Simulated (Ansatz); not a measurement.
Input file for Ansatz (a quantum-chemistry and plane-wave program):

Ansatz 0.2 input:
```yaml
crystal:
  lattice:
    - [3.9853155703, 0.0, 0.0]
    - [0.0, 3.9853155703, 0.0]
    - [0.0, 0.0, 3.9853155703]
  atoms:
    - { symbol: K, position: [0.0, 0.0, 0.0] }
    - { symbol: Ta, position: [0.5, 0.5, 0.5] }
    - { symbol: O, position: [0.0, 0.5, 0.5] }
    - { symbol: O, position: [0.5, 0.5, 0.0] }
    - { symbol: O, position: [0.5, 0.0, 0.5] }
kpoints:
  mp_grid: { grid: [7, 7, 7] }
hamiltonian:
  xc: pbesol
  pseudopotentials: { kind: paw }
scf:
  occupations: { method: fixed }
dielectric: {}
```

Output (shortened):

```
Pseudopotential: K, paw, valence charge 9
Pseudopotential: Ta, paw, valence charge 13
Pseudopotential: O, paw, valence charge 6
Functional definition: PBEsol
Crystal: 5 atoms, lattice volume = 63.298 Å³
Basis set: ecut = 420 eV, 1237 PW (Γ), exchange–correlation on 54×54×54 points (8 copies of the dense FFT grid, shifted against one another)
Bands: 25, of which v1, the nominal top of the filled ones, is band 20 counted from 1 (19 counted from 0)
Symmetry: 48 space group operations
k-points: 40 of 343 (irreducible under 8 space group operations, time reversal used)
SCF iter   1: F=—  HF=-13011.110723 eV  |F-HF|=—  |Δ(HF+E_count)|=         —  Δρ=1.73e-2  dr2=1.65e-1  ethr=1.77e-3  ⟨swp⟩=4.5  Hψ=4223  notcnv=0  defer=101
preconditioner: auto → Resta (q_TF=auto, 2.527 Å⁻¹)
SCF iter   2: F=—  HF=-13011.074320 eV  |F-HF|=—  |Δ(HF+E_count)|=   3.64e-2  Δρ=4.67e-3  dr2=9.90e-3  ethr=4.11e-4  ⟨swp⟩=2.0  Hψ=1866  notcnv=0  defer=104
SCF iter   3: F=—  HF=-13011.072135 eV  |F-HF|=—  |Δ(HF+E_count)|=   2.19e-3  Δρ=1.29e-3  dr2=8.07e-4  ethr=2.48e-5  ⟨swp⟩=2.0  Hψ=1534  notcnv=0  defer=110
SCF iter   4: F=—  HF=-13011.072140 eV  |F-HF|=—  |Δ(HF+E_count)|=   5.02e-6  Δρ=2.01e-4  dr2=2.35e-5  ethr=2.02e-6  ⟨swp⟩=2.0  Hψ=1690  notcnv=0  defer=110
SCF iter   5: F=—  HF=-13011.072154 eV  |F-HF|=—  |Δ(HF+E_count)|=   1.46e-5  Δρ=3.73e-5  dr2=1.70e-6  ethr=5.87e-8  ⟨swp⟩=2.4  Hψ=1612  notcnv=0  defer=45
SCF iter   6: F=—  HF=-13011.072154 eV  |F-HF|=—  |Δ(HF+E_count)|=   4.14e-7  Δρ=1.57e-5  dr2=2.34e-7  ethr=4.24e-9  ⟨swp⟩=2.7  Hψ=1707  notcnv=0  defer=40
SCF iter   7: F=—  HF=-13011.072154 eV  |F-HF|=—  |Δ(HF+E_count)|=   6.86e-8  Δρ=2.58e-6  dr2=3.53e-9  ethr=5.86e-10  ⟨swp⟩=2.0  Hψ=1450  notcnv=0  defer=40
SCF iter   8: F=-13011.072154 eV  HF=-13011.072154 eV  |F-HF|=5.09e-11  |Δ(HF+E_count)|=   1.58e-9  Δρ=3.81e-7  dr2=6.19e-11  ethr=1.00e-12  ⟨swp⟩=7.7  Hψ=4594  notcnv=0
SCF 1 converged in 8 iterations: F = -13011.072154 eV  dr2 = 6.19e-11
NSCF: frozen V_eff on 5 k-points
DFPT response loops at Γ: preconditioner auto → none (the input reference at scf.mixing.eps_inf says where Resta's filter doesn't serve); β = 0.50 …
── the response to a field inside a basis, on 8×8×8 k-points: an SCF that follows is theirs, and a resumed run solves both again ──
Crystal: 5 atoms, lattice volume = 63.298 Å³
Bands: 21, of which v1, the nominal top of the filled ones, is band 20 counted from 1 (19 counted from 0)
k-points: 20 of 512
SCF iter   1: F=—  HF=-13011.065359 eV  |F-HF|=—  |Δ(HF+E_count)|=         —  Δρ=3.58e-4  dr2=1.73e-5  ethr=1.00e-1
preconditioner: auto → Resta (q_TF=auto, 2.527 Å⁻¹)
SCF iter   2: F=—  HF=-13011.065356 eV  |F-HF|=—  |Δ(HF+E_count)|=   2.54e-6  Δρ=1.51e-4  dr2=5.77e-6  ethr=4.32e-8
SCF iter   3: F=—  HF=-13011.065356 eV  |F-HF|=—  |Δ(HF+E_count)|=   1.17e-7  Δρ=7.24e-5  dr2=7.49e-7  ethr=1.44e-8
SCF iter   4: F=-13011.065356 eV  HF=-13011.065356 eV  |F-HF|=3.47e-9  |Δ(HF+E_count)|=   1.27e-7  Δρ=5.67e-6  dr2=2.27e-8  ethr=1.87e-9
SCF 1 converged in 4 iterations: F = -13011.065356 eV  dr2 = 2.27e-8
DFPT response loops at Γ: mixed as the last ones told, above
SCF converged after 8 iterations
Free energy (F): -13011.072154 eV
Harris-Foulkes:  -13011.072154 eV  (|F-HF|=5.09e-11)
Internal energy: -13011.072154 eV  (E = F + TS)
E sigma→0 (E₀):  -13011.072154 eV
Fermi energy:    8.617696 eV
--- Per-component energies (eV) ---
  E_band       = -254.795594
  E_kinetic    = 1143.222637
  E_local      = -2218.010504  (includes V_loc(G=0)·N_el)
  E_nonlocal   = 175.036947
  E_hartree    = 772.608010
  E_xc         = -569.366714
  E_vxc        = -648.459869  (∫ρ·V_xc dr)
  E_paw        = -9491.547142  (= ΣΔE_a)
  E_vpaw       = -251.808023  (= ΣTr[D̂ρ^β])
  E_aug_tail   = 0.007376  (compensation charges beyond the density's cutoff)
  E_ewald      = -2823.450159
  E_core_change = 0.427395  (= ΣΔE_core)
  E_smearing   =  0.000000  (= −TS)
  E_closure    =  0.000000  (closes the sum)
  Σ components = -13011.072154   (vs F -13011.072154, Δ=0.00e0)
  [band-id]    e_kinetic+e_local+e_nonlocal+2·e_hartree+e_vxc+e_vpaw+e_augmentation_tail = -254.795417   (vs E_band -254.795594, Δ=1.77e-4)
--- Band table (eV; the first three rows and the last of 40) ---
  k-point 0: bands = ["-58.7315", "-25.2750", "-25.2750", "-25.2750", "-18.4253", "-8.7903", "-8.0781", "-8.0781", "-2.0547", "-2.0547", "-2.0547", "6.2509", "6.2509", "6.2509", "7.6081", "7.6081", "7.6081", "8.0654", "8.0654", "8.0654", "10.8130", "10.8130", …
  k-point 1: bands = ["-58.7314", "-25.2924", "-25.2742", "-25.2742", "-18.4197", "-8.7341", "-8.0735", "-7.9647", "-2.0471", "-2.0471", "-2.0264", "5.7577", "6.2248", "6.2248", "7.2972", "7.2972", "7.5094", "7.5119", "7.9677", "7.9677", "10.8426", "11.4371", …
  k-point 2: bands = ["-58.7313", "-25.3310", "-25.2726", "-25.2726", "-18.4070", "-8.6854", "-8.0633", "-7.5935", "-2.0300", "-2.0300", "-1.9620", "4.4459", "6.1633", "6.1633", "6.7326", "6.7326", "6.8612", "7.3094", "7.8855", "7.8855", "10.9111", "12.6376", …
  k-point 39: bands = ["-58.7304", "-25.3530", "-25.3529", "-25.3529", "-18.3663", "-7.2350", "-7.1736", "-7.1736", "-2.3039", "-2.3039", "-2.2586", "3.2988", "3.4262", "3.4262", "4.7179", "4.8066", "4.8066", "8.5638", "8.5638", "8.6177", "14.9068", …
--- Dielectric response (ions clamped): 3 representative field directions + reference, inside a basis on a mesh of 512 k-points (Σ response iterations 12) ---
  ε∞ (high-frequency dielectric tensor):
        5.457385     0.000000     0.000000
        0.000000     5.457385     0.000000
        0.000000     0.000000     5.457385
  Born effective charges Z* (e; rows j = field, columns β = displacement):
    site 0:
         1.14957    0.00000    0.00000
         0.00000    1.14957    0.00000
         0.00000    0.00000    1.14957
    site 1:
         8.72608    0.00000    0.00000
         0.00000    8.72608    0.00000
         0.00000    0.00000    8.72608
    site 2:
        -6.54032    0.00000    0.00000
         0.00000   -1.66766    0.00000
         0.00000    0.00000   -1.66766
    site 3:
        -1.66766    0.00000    0.00000
         0.00000   -1.66766    0.00000
         0.00000    0.00000   -6.54032
    site 4:
        -1.66766    0.00000    0.00000
         0.00000   -6.54032    0.00000
         0.00000    0.00000   -1.66766
  Z* charge neutrality: 4.462e-3 e pre-enforcement
  solved inside a basis spanned on kpoints, on 8×8×8 k-points, its susceptibility summed on 12×12×12: ε∞ is read to err by 1.7e-2, Z* by 3.9e-2 e (field_mesh …
```

Cost: around 60 core-seconds (rough) on shared cores.

Space group Pm-3m (cubic perovskite). Symmetry was held in the PBEsol relaxation. The run is not spin-polarised. Scalar-relativistic: spin–orbit coupling is off unless named, which matters more the heavier the elements.

Potentials: the later of the program's two PAW sets.

Ansatz is a plane-wave DFT program.
